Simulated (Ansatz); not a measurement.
Si (diamond)

```
Si
1.0
    0.00000     2.73494     2.73494
    2.73494     0.00000     2.73494
    2.73494     2.73494     0.00000
Si
2
Direct
  0.50000   0.50000   0.50000
  0.75000   0.75000   0.75000
```

The volume is varied about the relaxed value V₀ at fixed cell shape. Symmetry pins the atoms to their sites.

All values below come from PBE (plane waves to 420 eV, PAW, scalar-relativistic; Ansatz, a quantum-chemistry and plane-wave program). k mesh 10×10×10 (Γ-centred), Fermi-Dirac smearing 0.05 eV. The energy includes the smearing's −TS. Stress and pressure are positive under compression. Si was relaxed with its symmetry unable to fall. The PAW data are Ansatz's earlier set. The zero of ΔE is the relaxed starting cell.

The scan covers V/V₀ from 0.840 to 1.160 in 9 points.

Problem. What pressure does the cell carry at V/V₀ = 0.840?

Solution. 22.3 GPa.

Problem. What is ΔE at V/V₀ = 1.160?

Solution. 111.1 meV/atom.

Problem. What is ΔE at V/V₀ = 0.840?

Solution. 196.6 meV/atom.

(Under strain, the slope of the energy per volume gives the stress and its curvature an elastic modulus.)
